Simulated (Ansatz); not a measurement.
## Ni₂P₂O, a known structure type with other elements, at an estimated volume

```
O P Ni
1.0
     0.00000    3.46790    0.00000
     3.46790    0.00000    0.00000
     1.73395    1.73395   -5.60989
O P Ni
1 2 2
Cartesian
  0.0000 0.0000 0.0000
  1.7340 1.7340 -1.6044
  3.4679 3.4679 -4.0055
  1.7340 3.4679 -2.8049
  3.4679 1.7340 -2.8049
```

The numbers come from plane-wave PAW DFT (Ansatz): LDA, spin-orbit coupling, 420 eV, 5×5×5 Γ-centred k points, gaussian occupations (width 0.1546 eV). Nothing was relaxed.

Magnetic state (reached from a saved solution, and it need not be the lowest): O1 along (0.27, 0.27, -0.93).

**Electronic structure.** It is a metal, with about 3.8 states/eV a cell as the mean within 0.25 eV of the Fermi level, mostly O p (46 %), P p (23 %) and Ni d (22 %).
**Formation energy.** 0.23 eV an atom against the elements' usual phases (free molecules for gases, crystals otherwise, with no correction for O₂ or N₂), so at this geometry it isn't bound against them. Relaxing would lower it.
**Stress.** The pressure is 5.5 GPa (compression positive), so with the atoms held at these fractions the cell would first expand; the forces are large, so a full relaxation may end otherwise. The principal stresses 2.0, 7.2, 7.2 GPa differ, so its shape would change too.
**Forces.** The largest is on P2 (and as large on other atoms): 3.06 eV/Å, components (0.00, 0.00, 3.06). It makes 125° with the line to a nearest neighbour, Ni4 at 2.11 Å.
**Charges.** Bader charges in e: Ni +0.03, P +0.28, O -0.61. In the mean P gives up most and O takes most.
**Moments.** O1 0.91 μB of spin moment in Bader basins; net size 0.91 μB a cell.

Origin: a known structure type with other elements, at an estimated volume, so it need not be a known compound. Caveats: semilocal functionals often miss the gap of such magnets; the k mesh is coarse if the cell is a metal; atoms or cell far from equilibrium; wide smearing; the SCF threshold is loose for a stress.
